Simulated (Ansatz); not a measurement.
Starting cell, SrO (rock salt):

```
CELL_PARAMETERS angstrom
      0.00000     5.15993     5.15993
      2.57997     0.00000     2.57997
      2.57997     2.57997     0.00000
ATOMIC_POSITIONS crystal
  O  0.00000 0.00000 0.00000
  O  0.50000 0.00000 0.00000
  Sr 0.25000 0.50000 0.50000
  Sr 0.75000 0.50000 0.50000
```

The atoms are displaced by Q × the pattern below (from a DFPT mode at L = (0.5, 0.0, 0.0), largest move 1; Q in Å), at fixed cell. (q is in reciprocal vectors of the primitive cell; the cell shown is doubled to hold the pattern.)

```json
[
 {"atom": "Sr3", "x": "0.577", "y": "-0.577", "z": "-0.577"},
 {"atom": "Sr4", "x": "-0.577", "y": "0.577", "z": "0.577"}
]
```

Atoms not listed stay in place.

The numbers are results of r2SCAN (plane waves to 500 eV, PAW, scalar-relativistic; Ansatz, a program for electronic structure), not measurements. k mesh 11×11×11 (Γ-centred), Fermi-Dirac smearing 0.05 eV. SrO was relaxed with its symmetry unable to fall. 

```json
[
 {"Q (Å)": "-0.280", "−dE/dQ from forces (eV/Å)": "9.155"},
 {"Q (Å)": "-0.233", "−dE/dQ from forces (eV/Å)": "7.730"},
 {"Q (Å)": "-0.187", "−dE/dQ from forces (eV/Å)": "6.252"},
 {"Q (Å)": "-0.140", "−dE/dQ from forces (eV/Å)": "4.729"},
 {"Q (Å)": "-0.093", "−dE/dQ from forces (eV/Å)": "3.172"},
 {"Q (Å)": "-0.047", "−dE/dQ from forces (eV/Å)": "1.592"},
 {"Q (Å)": "0.000", "−dE/dQ from forces (eV/Å)": "0.000"},
 {"Q (Å)": "0.047", "−dE/dQ from forces (eV/Å)": "-1.592"},
 {"Q (Å)": "0.093", "−dE/dQ from forces (eV/Å)": "-3.172"},
 {"Q (Å)": "0.140", "−dE/dQ from forces (eV/Å)": "-4.729"},
 {"Q (Å)": "0.187", "−dE/dQ from forces (eV/Å)": "-6.252"},
 {"Q (Å)": "0.233", "−dE/dQ from forces (eV/Å)": "-7.730"},
 {"Q (Å)": "0.280", "−dE/dQ from forces (eV/Å)": "-9.155"}
]
```

Task: What harmonic wavenumber does the curvature at Q = 0 give?

Result: 230 cm⁻¹. E″ = 34.15 eV/Å², M = Σ mᵢ|uᵢ|² = 175.2 u, ν̃ = 521.5·√(|E″|/M).

(For displaced atoms, the force is minus the slope of the energy, and its curvature is a force constant, which sets phonon frequencies.)
